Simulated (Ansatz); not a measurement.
## LaTa$_{2}$ (C15 type) from its elements: all-electron against pseudopotential results

```
CELL_PARAMETERS angstrom
0.00000 4.11547 4.11547
4.11547 0.00000 4.11547
4.11547 4.11547 0.00000
ATOMIC_POSITIONS crystal
La 0.12500 0.12500 0.12500
La 0.87500 0.87500 0.87500
Ta 0.50000 0.50000 0.50000
Ta 0.50000 0.50000 0.00000
Ta 0.50000 0.00000 0.50000
Ta 0.00000 0.50000 0.50000
```

The cell comes from a relaxation on PAW files under the same functional, begun from a prototype that needn't be the stable phase.

Level of theory: DFT with PBE, scalar-relativistic, in Ansatz 0.2.0; a Γ-centred 7×7×7 k mesh, Fermi–Dirac smearing of 0.05 eV, no spin polarisation. LAPW: all electrons, basis error target 1 meV/atom; PAW: frozen-core files, cutoff 420 eV.

The elements are taken as La dhcp, Ta bcc, each relaxed on PAW files under the same functional and computed by the same method as the compound; zero-point and thermal terms are left out.

Spin–orbit coupling is left out, which matters for the heavy atoms.

**Question.** Give the formation energy by each method, with the residual pressure at this cell and the LAPW gap.

**Answer.** 

| method | ΔE(formation) (eV/atom) | P at this cell (GPa) | gap (eV) |
| --- | --- | --- | --- |
| LAPW | 0.347 | -0.02 | 0.00 |
| PAW | 0.348 | -0.03 | – |

**Question.** Give the LAPW value for one formula unit in kJ/mol.

**Answer.** 0.347 eV/atom × 3 atoms × 96.485 kJ/(mol·eV) = 100.4 kJ/mol, at zero temperature and without zero-point motion.

**Question.** What Bader charges does the PAW density give?

**Answer.** La1 +0.83 e, Ta3 -0.41 e.
